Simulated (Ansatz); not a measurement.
**Structures of CsRh$_{2}$: which is lowest?**

Plane-wave DFT in Ansatz with scalar-relativistic PAW potentials, cutoff 420 eV, Γ-centred meshes chosen by cell and gap, Gaussian smearing with energies taken to zero width. Every cell was relaxed (cell and atoms) in a run of its own, within the symmetry of its start. Functional: PBE.

Relaxed structures (starts from databases or built by putting these elements on another compound's sites):
A. P4/nmm, 6 atoms in the computed cell, a = 4.659 Å, c = 9.853 Å; sites (symmetry × multiplicity) Cs 4mm × 2, Rh -4m2 × 2 + 4mm × 2; start: built
B. Fd-3m, 6 atoms in the computed cell, a = 8.057 Å; sites (symmetry × multiplicity) Cs -43m × 8, Rh .-3m × 16; start: built

Problem. Rank them by energy. Could pressure change the order?

Solution.
| structure | group | E − E(lowest) (meV/atom) | V (Å³/atom) | gap on mesh (eV) |
| --- | --- | --- | --- | --- |
| A | P4/nmm | 0.0 | 35.64 | 0.00 |
| B | Fd-3m | 487 | 21.79 | 0.00 |

A is lowest, 487 meV/atom under B. B is denser by 13.85 Å³/atom, so pressure favours it: ΔE/ΔV, with ΔE in eV and 1 eV/Å³ = 160.2 GPa, gives about 6 GPa for equal enthalpy if both cells were rigid, a rough figure since the two compress differently. Other structures may lie lower than all of these, and vibrations aren't counted.

Spin-orbit coupling is left out, which matters for the bands of heavy elements.